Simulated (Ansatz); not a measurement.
The relaxed structure here is a generated cell of TiAl3: the first start was made by a random draw of sites in a space group, and the end was not matched to a known phase here, so it may be hypothetical. Known forms of TiAl3 include space group No. 139.

A relaxed cell of TiAl$_{3}$ (Pmmm (No. 47)), relaxed on a k-mesh at least as fine as the one used below. Level of theory: r2SCAN (plane waves to 500 eV, PAW, scalar-relativistic; Ansatz, a first-principles code). Γ-centred k-mesh 4×7×7 on the run's cell (coarser than for final values), Fermi–Dirac smearing 0.05 eV.

```
CELL_PARAMETERS angstrom
      9.49387     0.00000     0.00000
      0.00000     4.97689     0.00000
      0.00000     0.00000     4.97810
ATOMIC_POSITIONS crystal
  Al 0.25000 0.50000 0.00000
  Al 0.75000 0.50000 0.00000
  Al 0.00000 0.50000 0.50000
  Al 0.50000 0.50000 0.50000
  Al 0.00000 0.50000 0.00000
  Al 0.50000 0.50000 0.00000
  Ti 0.25000 0.00000 0.00000
  Ti 0.75000 0.00000 0.00000
```

The atoms are displaced by (Å):

```tsv
atom	ux	uy	uz
Al1	0.087	0.082	0.014
Al2	0.039	-0.027	-0.128
Al3	-0.080	0.110	-0.129
Al4	0.012	-0.139	0.088
Al5	0.098	-0.122	-0.021
Al6	0.219	-0.157	-0.069
Ti7	-0.040	0.014	-0.132
Ti8	-0.071	0.024	0.000
```

What forces (eV/Å) and pressure result?


```json
[
 {"atom": "Al1", "Fx": "1.04", "Fy": "-0.73", "Fz": "0.39"},
 {"atom": "Al2", "Fx": "2.51", "Fy": "0.82", "Fz": "-0.45"},
 {"atom": "Al3", "Fx": "-0.23", "Fy": "0.25", "Fz": "1.21"},
 {"atom": "Al4", "Fx": "-0.22", "Fy": "-0.02", "Fz": "-1.81"},
 {"atom": "Al5", "Fx": "-0.38", "Fy": "-0.48", "Fz": "-1.21"},
 {"atom": "Al6", "Fx": "-2.72", "Fy": "-0.39", "Fz": "1.99"},
 {"atom": "Ti7", "Fx": "-0.01", "Fy": "1.02", "Fz": "-0.29"},
 {"atom": "Ti8", "Fx": "0.01", "Fy": "-0.47", "Fz": "0.17"}
]
```

Pressure +0.4 GPa.

Estimate the energy cost of the displacement in the harmonic approximation and compare with the calculation.

For a harmonic well ΔE = −½ Σ F·u = 0.343 eV a cell, or 43 meV/atom. The calculated energy relative to the undisplaced cell is +0.04 eV/atom, so the harmonic estimate holds well.

The undisplaced cell is probably no minimum: from this displacement the run went on to Pm-3m (No. 221), 1.78 eV/atom below it.

No spin polarisation in the result. A magnetic state may lie lower.
